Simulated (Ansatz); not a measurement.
A: MgSe (rock salt), a = b = c = 5.450 Å, α = β = γ = 90.00°
B: GaP (zinc blende), a = 5.4384 Å, b = 5.4384 Å, c = 5.4384 Å, α = 90.00°, β = 90.00°, γ = 90.00°
C: TaN (rock salt), a = b = c = 4.376 Å, α = β = γ = 90.00°

Scan: energy against volume (even scaling of the relaxed cell, symmetry kept). One method and one kind of scan serve all of them; meshes and ranges differ. All were relaxed with their symmetry unable to fall. Spin-orbit coupling is left out. TaN is run without spin polarisation. This is a high-temperature form of TaN.

Question: Order them by bulk modulus (fitted) (lowest first) at the level PBEsol (plane waves to 420 eV, PAW, scalar-relativistic; Ansatz, a program for electronic structure).

Answer: A (64.7 GPa), B (84.9 GPa), C (356 GPa)

(Under strain, the slope of the energy per volume gives the stress and its curvature an elastic modulus.)
